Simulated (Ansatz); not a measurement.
W:
```yaml
crystal:
  lattice:
    - [2.75559, 0.00000, 0.00000]
    - [-1.37779, 2.38641, 0.00000]
    - [0.00000, 0.00000, 4.96012]
  atoms:
    - { symbol: W, position: [0.33333, 0.66667, 0.75000] }
    - { symbol: W, position: [0.66667, 0.33333, 0.25000] }
```

Relaxed with r²SCAN. Special points in fractions of this cell's reciprocal vectors: Γ (0.000, 0.000, 0.000); M (0.500, 0.000, 0.000); K (0.333, 0.333, 0.000); A (0.000, 0.000, 0.500); L (0.500, 0.000, 0.500); H (0.333, 0.333, 0.500).

Q: List the band energies nearest the Fermi level at these points for r²SCAN with spin–orbit coupling in the plane-wave PAW code Ansatz.

A: In eV from the Fermi level; about four levels below and three above (degenerate sets whole), none deeper than 8.9 eV; points with the same levels are listed once.

```csv
k,below,above
Γ,-0.24 -0.24 -0.13 -0.13,0.47 0.47 2.17 2.17
M,-1.11 -1.11 -0.67 -0.67,0.14 0.14 4.91 4.91
K,-1.74 -1.74 -1.56 -1.56,0.26 0.26 3.10 3.10
A,-0.09 -0.09 -0.09 -0.09,3.68 3.68 3.68 3.68
L,-3.73 -3.73 -3.73 -3.73,1.04 1.04 1.04 1.04
H,-1.73 -1.73 -1.47 -1.47,0.49 0.49 0.81 0.81
```

Space group P6_3/mmc (hcp (Mg type)). The start of the workflow was typed in or built on a structure type; the Crystallography Open Database copy checked does not list it. It is not the phase usual at ambient conditions (space group No. 229). The r²SCAN relaxation kept the symmetry of its start; whether a distortion lowers the energy is not shown. The run is not spin-polarised.

Potentials: the earlier of the program's two PAW sets.
